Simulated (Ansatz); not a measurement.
Theory: DFT PBE, scalar-relativistic, plane waves, PAW (Ansatz). All cells share a 420 eV cutoff and Γ-centred k meshes spaced about 0.3 Å⁻¹ or finer (0.25 for metals, 2π included). No spin polarisation.

Temperature and zero-point effects are left out.

Two relaxed structures of Sc2SnSe5:

A.

```xyz
16
Lattice="2.7595 -6.7430 0.0000 2.7595 6.7430 0.0000 0.0000 0.0000 12.8113" Properties=species:S:1:pos:R:3 pbc="T T T"
Sc    2.7595   -4.5210    0.7993
Sc    2.7595   -4.5210    5.6063
Sc    2.7595    4.5210    7.2050
Sc    2.7595    4.5210   12.0120
Sn    2.7595    4.1628    3.2028
Sn    2.7595   -4.1628    9.6085
Se    2.7595    2.4966    0.9656
Se    2.7595    6.3012    1.2083
Se    2.7595   -3.3673    3.2028
Se    2.7595    2.4966    5.4400
Se    2.7595    6.3012    5.1974
Se    2.7595   -2.4966    7.3713
Se    2.7595   -6.3012    7.6139
Se    2.7595    3.3673    9.6085
Se    2.7595   -2.4966   11.8457
Se    2.7595   -6.3012   11.6030
```

B.

```xyz
8
Lattice="1.9384 1.1191 17.6730 -1.9384 1.1191 17.6730 0.0000 -2.2383 17.6730" Properties=species:S:1:pos:R:3 pbc="T T T"
Sc    0.0000    0.0000   10.6229
Sc    0.0000    0.0000   42.3960
Sn    0.0000    0.0000    0.0000
Se    0.0000    0.0000   26.5095
Se    0.0000    0.0000   47.3169
Se    0.0000    0.0000    5.7020
Se    0.0000    0.0000   36.9390
Se    0.0000    0.0000   16.0799
```

Task: Which would you expect to be lower, and how large is the difference?

Result: B is lower, by 72 meV/atom. A has space group Cmcm (No. 63), 29.8 Å³/atom and a gap of 0.73 eV on its mesh; B has space group R-3m (No. 166), 28.8 Å³/atom and a gap of 0.79 eV. Counting Se atoms around Sc and Sn (those within 1.25 times the shortest such distance or 1.15 times the sum of covalent radii, 1.27 where that leaves under three; a plus sign parts nearer from farther groups), A has Sc 6, Sn 6 and B has Sc 3+3, Sn 6. A holds Se–Se pairs (shortest 2.57 Å); in B the shortest Se–Se distance is 3.85 Å. Both come from trial cells of a structure search.

No dispersion correction is applied, so the spacing and binding between layers, chains or molecules are poorly described (R-3m), and this can change margins and order among such cells. Kohn–Sham gaps at this level usually fall short of measured ones. Trial moments fell under 0.15 μB along the way in Cmcm; another start might hold them. Cells relaxed within their symmetry can be saddle points.
